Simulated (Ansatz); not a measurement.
Input for Ansatz (plane-wave DFT, PAW):

```yaml
crystal:
  lattice:
    - [4.3543901465, 0.0, 0.0]
    - [0.0, 4.3543901465, 0.0]
    - [0.0, 0.0, 4.3543901465]
  atoms:
    - { symbol: Sb, position: [0.0, 0.0, 0.0] }
    - { symbol: Nb, position: [0.5, 0.5, 0.0] }
    - { symbol: Nb, position: [0.5, 0.0, 0.5] }
    - { symbol: Nb, position: [0.0, 0.5, 0.5] }
basis:
  ecutwfc: 420
kpoints:
  mp_grid: { grid: [8, 8, 8] }
hamiltonian:
  xc: pbesol
scf:
  occupations: { method: gaussian, width: 0.01 }
output:
  forces: true
  stress: true
  eigenvalues: true
  populations: true
```

It can be run as
```bash
ansatz run input.yaml --threads 1 --pin off --backend cpu --events-out ev --progress --plain --runs-dir out  # memory cap (--max-ram) not shown
```

Method: DFT PBEsol, scalar-relativistic, plane waves, PAW (Ansatz 0.2.0).

From the run's log, abridged:

```
Pseudopotentials: kind: paw
Pseudopotential: Sb, paw, valence charge 15, recommended cutoff 420 eV (normal)
Pseudopotential: Nb, paw, valence charge 13, recommended cutoff 420 eV (normal)
Functional definition: PBEsol
Crystal: 4 atoms, lattice volume = 82.562 Å³
Basis set: ecut = 420 eV, 1575 PW (Γ), exchange–correlation on 60×60×60 points (8 copies of the dense FFT grid, shifted against one another)
Bands: 33, of which v1, the nominal top of the filled ones, is band 27 counted from 1 (26 counted from 0)
Symmetry: 48 space group operations
Space group: Pm-3m (ITA 221), of the structure as read, at distance tolerance 4.4e-5 Å
k-points: 35 of 512
Initial density: superposition of atomic densities (neutral atoms: chi_scale 0, normalization atom), corrected by the library's trained network
Initial wavefunctions: pseudopotential atomic-orbital guess
Functional: x = pbesol(κ = 0.804, μ = 0.12345679), c = pbesol(β = 0.046)
SCF iter   1: F=—  HF=-19894.544468 eV  |F-HF|=—  |Δ(HF+E_count)|=         —  Δρ=4.91e-3  dr2=1.73e-2  ethr=1.77e-3  ⟨swp⟩=6.1  Hψ=4953  notcnv=0
SCF iter   2: F=—  HF=-19894.541096 eV  |F-HF|=—  |Δ(HF+E_count)|=   3.37e-3  Δρ=2.62e-3  dr2=4.95e-3  ethr=3.21e-5  ⟨swp⟩=2.0  Hψ=1618  notcnv=0  defer=52
SCF iter   3: F=—  HF=-19894.540069 eV  |F-HF|=—  |Δ(HF+E_count)|=   1.03e-3  Δρ=3.47e-4  dr2=8.87e-5  ethr=9.16e-6  ⟨swp⟩=2.1  Hψ=1591  notcnv=0  defer=52
SCF iter   4: F=—  HF=-19894.540081 eV  |F-HF|=—  |Δ(HF+E_count)|=   1.15e-5  Δρ=6.97e-5  dr2=4.91e-6  ethr=1.64e-7  ⟨swp⟩=2.1  Hψ=1497  notcnv=0  defer=52
SCF iter   5: F=—  HF=-19894.540079 eV  |F-HF|=—  |Δ(HF+E_count)|=   1.19e-6  Δρ=2.04e-5  dr2=4.20e-7  ethr=9.08e-9  ⟨swp⟩=2.0  Hψ=1587  notcnv=0  defer=52
SCF iter   6: F=-19894.540079 eV  HF=-19894.540079 eV  |F-HF|=3.79e-9  |Δ(HF+E_count)|=   1.31e-7  Δρ=3.82e-6  dr2=1.17e-8  ethr=1.85e-10  ⟨swp⟩=8.6  Hψ=4169  notcnv=0
SCF 1 converged in 6 iterations: F = -19894.540079 eV  dr2 = 1.17e-8
SCF converged after 6 iterations
Free energy (F): -19894.540079 eV
Harris-Foulkes:  -19894.540079 eV  (|F-HF|=3.79e-9)
Internal energy: -19894.539951 eV  (E = F + TS)
E sigma→0 (E₀):  -19894.540015 eV
Entropy (-TS):   -0.000128 eV (-0.032 meV/atom)
Fermi energy:    15.772739 eV
--- Per-component energies (eV) ---
  E_band       = -391.501950
  E_kinetic    = 1379.965205
  E_local      = -3564.961379  (includes V_loc(G=0)·N_el)
  E_nonlocal   = 731.593053
  E_hartree    = 1307.568748
  E_xc         = -656.125437
  E_vxc        = -727.983186  (∫ρ·V_xc dr)
  E_paw        = -13555.817819  (= ΣΔE_a)
  E_vpaw       = -825.254238  (= ΣTr[D̂ρ^β])
  E_aug_tail   = 0.000018  (compensation charges beyond the density's cutoff)
  E_ewald      = -5537.660323
  E_core_change = 0.897984  (= ΣΔE_core)
  E_smearing   = -0.000128  (= −TS)
--- Forces (eV/Å), atoms counted from 1 ---
  atom   1  Sb     0.00000000     0.00000000     0.00000000
  atom   2  Nb     0.00000000     0.00000000     0.00000000
  atom   3  Nb     0.00000000     0.00000000     0.00000000
  atom   4  Nb     0.00000000     0.00000000     0.00000000
--- Stress (GPa, compression-positive) ---
      -18.102601       0.000000       0.000000
        0.000000     -18.102601       0.000000
        0.000000       0.000000     -18.102601
  P = ⅓ Tr σ = -18.1026 GPa (-181.026 kbar)
--- Band table (eV; the first three rows and the last of 35) ---
  k-point 0: bands = ["-39.2361", "-39.1046", "-39.1046", "-15.5451", "-15.5451", "-15.5451", "-15.2427", "-15.2427", "-15.2427", "-14.9106", "-14.9106", "-14.9106", "-13.4238", "-13.4238", "-13.4238", "-13.4188", "-13.4188", "4.6159", "11.5458", "12.7787", "12.7787", "13.3016", "13.3016", "13.3016", "13.9539", "13.9539", "13.9539", "16.6838", "16.6838", "16.6838", "17.5751", "18.5329", "18.5329"]
  k-point 1: bands = ["-39.2317", "-39.1091", "-39.1046", "-15.5334", "-15.5334", "-15.5274", "-15.2480", "-15.2480", "-15.2462", "-14.9341", "-14.9199", "-14.9199", "-13.4238", "-13.4210", "-13.4210", "-13.4181", "-13.4168", "4.7215", "11.6005", "12.2724", "12.9351", "13.0343", "13.0343", "13.3624", "14.1769", "14.1930", "14.1930", "16.5440", "16.9487", "16.9487", "17.9851", "18.3635", "18.5251"]
  k-point 2: bands = ["-39.2194", "-39.1214", "-39.1045", "-15.5018", "-15.5018", "-15.4778", "-15.2635", "-15.2635", "-15.2544", "-14.9975", "-14.9431", "-14.9431", "-13.4237", "-13.4162", "-13.4145", "-13.4145", "-13.4118", "5.0057", "10.9758", "12.2178", "12.6334", "12.6334", "13.3756", "13.5292", "14.6027", "14.6170", "14.6170", "16.1969", "17.4193", "17.4193", "17.7380", "18.3024", "18.3786"]
  k-point 34: bands = ["-39.1477", "-39.1477", "-39.1477", "-15.6246", "-15.5681", "-15.5681", "-15.5681", "-15.0419", "-15.0419", "-15.0419", "-14.8605", "-14.8605", "-13.4244", "-13.4244", "-13.4244", "-13.4121", "-13.4121", "5.5935", "12.4284", "12.4284", "12.4284", "12.6772", "12.6772", "12.6772", "15.3711", "15.3711", "15.3711", "16.6293", "16.6293", "16.6293", "16.7348", "17.2948", "17.3084"]
--- Löwdin populations: 4 sites ---
  site symbol q [e]
     0     Sb     14.8386
     1     Nb     12.9701
     2     Nb     12.9701
     3     Nb     12.9701
  spilling = 0.004647 (of n_electrons = 54.000000)
```

The run converged.

 The smearing is narrow for a metal on this mesh.